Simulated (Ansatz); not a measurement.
SiRu:
```cif
data_Ru4Si4
_chemical_formula_sum 'Si4 Ru4'
_space_group_name_H-M_alt 'P213'
_space_group_IT_number 198
_space_group_name_Hall 'P 2ac 2ab 3'
_cell_length_a 4.70471
_cell_length_b 4.70471
_cell_length_c 4.70471
_cell_angle_alpha 90.000
_cell_angle_beta 90.000
_cell_angle_gamma 90.000
loop_
_atom_site_label
_atom_site_type_symbol
_atom_site_symmetry_multiplicity
_atom_site_Wyckoff_symbol
_atom_site_fract_x
_atom_site_fract_y
_atom_site_fract_z
_atom_site_occupancy
Si1 Si 4 a 0.83759 0.83759 0.83759 1
Ru1 Ru 4 a 0.12944 0.12944 0.12944 1
```

Relaxed with r²SCAN.

### Question
Which orbitals make up the states near the band edges in the program Ansatz at the r²SCAN level (PAW)?

### Answer
Top 1 eV of the valence band: Ru 4d 80 %, Si 3p 12 %. Bottom 1 eV of the conduction band: Ru 4d 81 %, Si 3p 13 %. Projections are on Löwdin-orthogonalised atomic valence shells; empty p or d shells of many metals are not among them.

### Question
Tabulate the density of states.

### Answer
States/eV per cell of 8 atoms, in 0.25 eV bins, energy from the valence-band maximum.

| E (eV) | total | Ru 4d | Si 3p | Si 3s |
|---|---|---|---|---|
| -7.85 | 0.00 | 0.00 | 0.00 | 0.00 |
| -7.60 | 0.00 | 0.00 | 0.00 | 0.00 |
| -7.35 | 0.00 | 0.00 | 0.00 | 0.00 |
| -7.10 | 0.84 | 0.23 | 0.44 | 0.03 |
| -6.85 | 3.64 | 1.26 | 1.80 | 0.15 |
| -6.60 | 4.51 | 1.89 | 2.02 | 0.22 |
| -6.35 | 3.57 | 1.64 | 1.40 | 0.21 |
| -6.10 | 2.38 | 1.11 | 0.91 | 0.13 |
| -5.85 | 1.32 | 0.57 | 0.55 | 0.06 |
| -5.60 | 5.56 | 2.80 | 2.11 | 0.18 |
| -5.35 | 5.23 | 2.90 | 1.84 | 0.14 |
| -5.10 | 5.02 | 2.97 | 1.67 | 0.10 |
| -4.85 | 6.91 | 4.42 | 2.11 | 0.16 |
| -4.60 | 7.54 | 5.09 | 2.10 | 0.15 |
| -4.35 | 4.53 | 3.06 | 1.18 | 0.14 |
| -4.10 | 9.04 | 6.71 | 1.77 | 0.23 |
| -3.85 | 9.45 | 7.63 | 1.40 | 0.12 |
| -3.60 | 9.58 | 7.39 | 1.70 | 0.15 |
| -3.35 | 8.35 | 6.15 | 1.66 | 0.19 |
| -3.10 | 6.91 | 4.91 | 1.49 | 0.15 |
| -2.85 | 5.65 | 3.90 | 1.25 | 0.15 |
| -2.60 | 7.65 | 5.40 | 1.60 | 0.24 |
| -2.35 | 4.17 | 3.11 | 0.74 | 0.09 |
| -2.10 | 8.16 | 6.08 | 1.63 | 0.11 |
| -1.85 | 5.14 | 4.45 | 0.45 | 0.08 |
| -1.60 | 6.60 | 5.64 | 0.64 | 0.11 |
| -1.35 | 6.80 | 6.03 | 0.49 | 0.08 |
| -1.10 | 5.27 | 4.67 | 0.37 | 0.07 |
| -0.85 | 5.72 | 4.89 | 0.50 | 0.13 |
| -0.60 | 5.06 | 4.23 | 0.50 | 0.14 |
| -0.35 | 3.05 | 2.32 | 0.45 | 0.12 |
| -0.10 | 2.35 | 1.58 | 0.52 | 0.10 |
| 0.15 | 0.00 | 0.00 | 0.00 | 0.00 |
| 0.40 | 5.05 | 4.46 | 0.38 | 0.10 |
| 0.65 | 5.49 | 4.48 | 0.74 | 0.13 |
| 0.90 | 4.81 | 3.60 | 0.90 | 0.17 |
| 1.15 | 0.80 | 0.57 | 0.15 | 0.05 |
| 1.40 | 0.47 | 0.32 | 0.10 | 0.03 |
| 1.65 | 1.48 | 0.92 | 0.36 | 0.14 |
| 1.90 | 4.20 | 2.30 | 1.20 | 0.48 |
| 2.15 | 3.30 | 1.61 | 1.08 | 0.41 |
| 2.40 | 1.74 | 0.79 | 0.58 | 0.25 |
| 2.65 | 1.93 | 0.85 | 0.61 | 0.36 |
| 2.90 | 2.41 | 1.07 | 0.61 | 0.63 |
| 3.15 | 4.59 | 1.79 | 1.38 | 1.13 |
| 3.40 | 4.18 | 1.44 | 1.37 | 1.01 |
| 3.65 | 5.92 | 1.84 | 2.07 | 1.40 |
| 3.90 | 1.69 | 0.46 | 0.69 | 0.35 |
| 4.15 | 3.81 | 1.06 | 1.53 | 0.63 |
| 4.40 | 4.82 | 1.14 | 1.99 | 0.65 |
| 4.65 | 4.12 | 0.93 | 1.88 | 0.41 |
| 4.90 | 4.34 | 0.82 | 1.98 | 0.41 |
| 5.15 | 4.36 | 0.73 | 2.01 | 0.38 |

Space group P2_13. The r²SCAN relaxation kept the symmetry of its start. The run is not spin-polarised. Scalar-relativistic: spin–orbit coupling is off unless named, which matters more the heavier the elements.

Potentials: the later of the program's two PAW sets.
